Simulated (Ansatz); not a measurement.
**CaSi3N2: rattling a relaxed structure**

The cell was found from a structure generator's guess, not taken from experiment.

Method: DFT PBE, scalar-relativistic, plane waves, PAW in Ansatz. Settings: cutoff 420 eV, Γ-centred mesh 12×12×4 on the computed 6-atom cell, Gaussian smearing of 0.10 eV; no spin polarisation.

The cell below (6 atoms, space group P-3m1 (No. 164)) is relaxed within its symmetry.

```yaml
crystal:
  lattice:
    - [2.99105, 0.00000, 0.00000]
    - [-1.49552, 2.59032, 0.00000]
    - [0.00000, 0.00000, 9.10507]
  atoms:
    - { symbol: Ca, position: [0.00000, 0.00000, 0.00000] }
    - { symbol: Si, position: [0.33333, 0.66667, 0.70377] }
    - { symbol: Si, position: [0.66667, 0.33333, 0.29623] }
    - { symbol: Si, position: [0.00000, 0.00000, 0.50000] }
    - { symbol: N, position: [0.33333, 0.66667, 0.19713] }
    - { symbol: N, position: [0.66667, 0.33333, 0.80287] }
```

For the test a repeat of it with 12 atoms (edges 2.99, 5.18, 9.11 Å) was strained at random (σ = 1.5 % a component), the atoms were moved at random (σ = 0.10 Å), and all was relaxed again on a coarse 8×4×4 mesh (in the run’s order of axes) with 0.20 eV smearing, with no symmetry imposed.

**Question.** What happens?

**Answer.** It returns, within 1 meV/atom of the unmoved cell on that mesh and with the same symmetry when read at 0.1 Å (P-1 at 0.01 Å, so small strains and shifts remain). No instability shows in this cell; modes of other wave vectors, which need another repeat, aren't tested.
